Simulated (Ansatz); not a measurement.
Here is an unrelaxed guess for Mg₂Ge₃.

```cif
data_structure
_symmetry_space_group_name_H-M 'I4_132'
_symmetry_Int_Tables_number 214
_cell_length_a 7.8384
_cell_length_b 7.8384
_cell_length_c 7.8384
_cell_angle_alpha 90.000
_cell_angle_beta 90.000
_cell_angle_gamma 90.000
_cell_volume 481.59
loop_
_atom_site_label
_atom_site_type_symbol
_atom_site_symmetry_multiplicity
_atom_site_Wyckoff_symbol
_atom_site_fract_x
_atom_site_fract_y
_atom_site_fract_z
_atom_site_occupancy
Mg1 Mg 8 a 0.37500 0.12500 0.87500 1
Ge1 Ge 12 d 0.25000 0.62500 0.00000 1
```

The calculation used DFT PBE, scalar-relativistic, plane waves, PAW in Ansatz. Settings: cutoff 420 eV, Γ-centred mesh 4×4×4 on the computed 10-atom cell, Gaussian smearing of 0.10 eV; no spin polarisation.

The zero of energy is the elements' standard structures at the same level; no fitted shifts are applied.

Task: How far from equilibrium is it?

Result: The pressure is 8.3 GPa (it wants to expand), the largest force is 0.00 eV/Å (symmetry fixes the atoms), and the energy is +0.65 eV/atom against the elements. The shortest distance is 2.40 Å.

Task: How much does it gain on relaxing, and where does it end?

Result: Relaxing gains about 0.10 eV/atom (the start's value is from the coarse mesh, so the gain is rough) in 9 ionic steps and ends at +0.55 eV/atom on the finer mesh. The symmetry stays I4_132 (No. 214). The volume per atom grows by 19.1 %, from 24.1 to 28.7 Å³. The shortest distance goes from 2.40 Å (Ge–Ge) to 2.54 Å (Ge–Ge). Conventional cell: a = 8.310 Å. Mg is surrounded by 3 Mg at 2.94 Å; around Ge lie 4 Ge at 2.54 Å.

The last run used a 6×6×6 mesh for its 10-atom cell and Gaussian smearing of 0.10 eV. The relaxation can't lower the symmetry of the start. Symmetry constrained the relaxation, so the result can be a saddle point.
